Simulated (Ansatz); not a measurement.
CdWO₄:
Space group P2/c (No. 13); a = 5.0129 Å, b = 5.8967 Å, c = 5.0573 Å, α = γ = 90.00°, β = 91.18°

```
atom  site  symmetry       x       y       z
----  ----  --------  ------  ------  ------
Cd      2f         2  0.5000  0.3096  0.2500
W       2e         2  0.0000  0.1764  0.7500
O       4g         1  0.2014  0.0962  0.4468
O       4g         1  0.2437  0.6311  0.3847
```

Relaxed with PBEsol. DFT-PBEsol in the program Ansatz with PAW potentials gives a gap of 2.92 eV.

Task: What gap does HSE06 give on the same cell (Ansatz, PAW)?

Result: 4.40 eV, 1.48 eV more. The hybrid was solved on a coarser mesh and at special points; its gap is the smallest among all of these.

Cost on shared cores: the PBEsol run (SCF on a 6×5×6 mesh, then bands and DOS) roughly 5 core-minutes, the HSE06 run (SCF on 3×3×3, then a few points) around 4 core-minutes (rough); the tasks are unlike.

The workflow started from a Materials Project entry (that database holds measured and hypothetical structures alike); the Crystallography Open Database files this formula in space group No. 13, but the cells were not matched. Its standing as an ambient phase is unchecked. The cell was relaxed with PBEsol under the symmetry of its start; of distortions, only those at the zone centre were tested. No spin polarisation was allowed. No Hubbard U is applied. Scalar-relativistic: spin–orbit coupling is off unless named, which matters more the heavier the elements.

Potentials: the later of the program's two PAW sets.
